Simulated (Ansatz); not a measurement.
All numbers below come from DFT PBE, scalar-relativistic, plane waves, PAW in Ansatz. All cells share a 420 eV cutoff and Γ-centred k meshes spaced at most about 0.3 Å⁻¹ (about 0.25 or finer for metals, 2π included). No spin polarisation in the final relaxations.

All energies are static (0 K, no zero-point motion).

Two forms of AsSe4 were relaxed alike.

A.

```
As Se
1.0
    -3.13382    3.13382    3.13382
     3.13382   -3.13382    3.13382
     3.13382    3.13382   -3.13382
As Se
1 4
Direct
  0.00000 0.00000 0.00000
  0.50000 0.50000 0.50000
  0.50000 0.00000 0.00000
  0.00000 0.00000 0.50000
  0.00000 0.50000 0.00000
```

B.

```
As Se
1.0
    -3.22332    3.22332    3.22332
     3.22332   -3.22332    3.22332
     3.22332    3.22332   -3.22332
As Se
1 4
Direct
  0.00000 0.00000 0.00000
  0.43101 0.43101 0.43101
  0.56899 0.00000 0.00000
  0.00000 0.00000 0.56899
  0.00000 0.56899 0.00000
```

Task: Which would you expect to be lower, and how large is the difference?

Result: B is lower, by 76 meV/atom. A has space group Im-3m (No. 229), 24.6 Å³/atom and no gap on its mesh; B has space group I-43m (No. 217), 26.8 Å³/atom and no gap. Counting Se atoms around As (those within 1.25 times the shortest such distance or 1.15 times the sum of covalent radii, 1.27 where that leaves under three), A has As 8 and B has As 4. Even the lower one lies +0.41 eV/atom against the reference forms of the elements (uncorrected), so neither is stable at this level. In A, around As lie 8 Se at 2.71 Å; Se has 2 As at 2.71 Å and 6 Se at 3.13 Å. In B, As is surrounded by 4 Se at 2.41 Å; around Se lies 1 As at 2.41 Å. Both come from invented guesses. A third cell relaxed alike, in I4/m, lies 123 meV/atom below the lower of the two.

Weakly bound directions are ill-defined at this level, which has no dispersion term (I-43m), and this can change margins and order among such cells. In Im-3m, I-43m an odd number of electrons in the primitive cell allows no gap without spin; a larger cell or a magnetic state could open one. A magnetic state wasn't ruled out in cells without spin, among them Im-3m, I-43m. Cells relaxed within their symmetry can be saddle points.
